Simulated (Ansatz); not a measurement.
Values for one crystal, relaxed and computed with plane-wave PAW PBE (Ansatz code); other levels are named.

| Quantity | Value |
|---|---|
| Volume per atom | 16.78 Å³ |
| Electronic character | metallic (no gap) |
| Formation energy from the elements (no fitted shifts) | 0.089 eV/atom |
| Bulk modulus (Birch–Murnaghan fit) | 151 GPa |
| Gap with spin–orbit coupling | none (metallic) |
| Pressure derivative B′ | 4.1 |
| Density of states at the Fermi level | 1.0 states/eV per atom (mean over ±0.08 eV) |

Problem. Which of these materials gives this?
A) TaAl, CsCl type
B) AlCo, Cmcm (Al on 4c, Co on 4c)
C) GaCo, CsCl type
D) AlPd, Cmcm (Al on 4c, Pd on 4c)

Solution. A, TaAl, CsCl type

Space group Pm-3m (CsCl type). The start of the workflow was typed in or built on a structure type; neither database checked (COD, Materials Project) lists it. Whether it is the stable phase at ambient conditions was not checked. Symmetry was held in the PBE relaxation; whether a distortion lowers the energy is not shown. No spin polarisation was allowed. The references are the lowest solids computed at this level, not always the standard phases. Spin–orbit coupling is left out wherever it is not named.

Potentials: the earlier of the program's two PAW sets.
